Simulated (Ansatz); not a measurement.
Computed with Ansatz 0.2.0, DFT PBE, scalar-relativistic, plane waves, PAW. Settings: cutoff 420 eV, Γ-centred meshes spaced at most about 0.3 Å⁻¹, and about 0.25 Å⁻¹ or finer for metals (2π included), Gaussian smearing. No spin polarisation in the final relaxations.

Temperature and zero-point effects are left out. All come from trial cells, and lower structures may exist.

Question: Order these relaxed structures of SrTa₂O₂ by energy, lowest first, with the energy over the lowest of them.
A. Space group I4/mmm (No. 139), tetragonal, a = 3.719 Å, c = 12.094 Å. Sr has 8 O at 3.06 Å and 8 Ta at 3.55 Å; around Ta lie 4 O at 2.36 Å, 4 Ta at 2.63 Å and 4 Sr at 3.55 Å; O has 4 Ta at 2.36 Å and 4 Sr at 3.06 Å.
B. Space group R-3m (No. 166), trigonal, a = 5.662 Å, c = 13.616 Å. Around Sr lie 2 O at 2.49 Å and 6 Ta at 3.28 Å; Ta is surrounded by 1 O at 1.74 Å and 3 Sr at 3.28 Å; O has 1 Ta at 1.74 Å and 1 Sr at 2.49 Å.
C. Space group P4/mbm (No. 127), tetragonal, a = 8.340 Å, c = 3.516 Å. Sr has 4 Ta at 3.36 Å, 2 Sr at 3.52 Å and 8 O at 3.53 Å; Ta has 2 O at 1.93 Å, 1 Ta at 2.66 Å and 2 Sr at 3.36 Å; O is surrounded by 2 Ta at 1.93 Å, 2 O at 3.52 Å and 4 Sr at 3.53 Å.
D. Space group P6/mmm (No. 191), hexagonal, a = 5.041 Å, c = 3.971 Å. Sr is surrounded by 6 O at 2.91 Å and 12 Ta at 3.52 Å; Ta is surrounded by 2 O at 1.99 Å, 3 Ta at 2.91 Å, 6 O at 3.52 Å and 6 Sr at 3.52 Å; O has 2 Ta at 1.99 Å, 3 O at 2.91 Å and 3 Sr at 2.91 Å.

Answer: D (0 meV/atom), A (523 meV/atom), C (725 meV/atom), B (820 meV/atom). Forms: D P6/mmm; A I4/mmm; C P4/mbm; B R-3m. Counting O atoms around Sr and Ta (those within 1.25 times the shortest such distance or 1.15 times the sum of covalent radii; the shortest distance is added where it is long for a bond): D has Sr 6, Ta 2; A has Sr 8, Ta 4; C has Sr 8 from 3.5 Å, Ta 2; B has Sr 2, Ta 1.

Spin–orbit coupling, which can matter for Ta, is left out. Cells relaxed within their symmetry can be saddle points. Some structure types and database cells were kept out of the candidates from the start, so a known form may be missing.
